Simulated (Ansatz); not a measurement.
Property card for Ni

Ni:
```yaml
crystal:
  lattice:
    - [0.00000, 2.51254, 2.51254]
    - [2.51254, 0.00000, 2.51254]
    - [2.51254, 2.51254, 0.00000]
  atoms:
    - { symbol: Ni, position: [0.00000, 0.00000, 0.00000] }
    - { symbol: Ni, position: [0.25000, 0.25000, 0.25000] }
```
The run is spin-polarised; directions of the spins, atom by atom: ↑ ↑.

Space group Fd-3m (No. 227), diamond; conventional cell a = b = c = 5.0251 Å, α = β = γ = 90.00°.

Method: plane-wave PAW r²SCAN (Ansatz code). Structure relaxed to zero pressure with the same functional. Other levels are named where they apply.

**Cell and energy**

```json
{
 "volume_per_atom": "15.86 Å³",
 "density": "6.14 g/cm³"
}
```

**Electronic structure**

```json
{
  "electronic_character": "metallic (no gap)",
  "Density of states at the Fermi level": "1.4 states/eV per atom (mean over ±0.08 eV)"
}
```

**Magnetism**

```json
{
 "magnetic_order": "ferromagnetic",
 "net_moment": "0.85 μB per atom"
}
```

**Mechanics**

```json
{
  "Bulk modulus (Birch–Murnaghan fit)": "99.7 GPa",
  "Pressure derivative B′": "5.3"
}
```

The start of the workflow was typed in or built on a structure type; neither database checked (COD, Materials Project) lists it. It is not the phase usual at ambient conditions (space group No. 225). The cell was relaxed with r²SCAN under the symmetry of its start; whether a distortion lowers the energy is not shown. The final state is ferromagnetic, chosen from 4 collinear starts compared on coarse meshes (ties went to the first, and starts can fall back to one state), not a proven ground state. Other orbital occupations within this spin state were not tried. For itinerant 3d metals, meta-GGAs of the SCAN family and hybrids are commonly reported to give too large moments.

Potentials: the later of the program's two PAW sets.
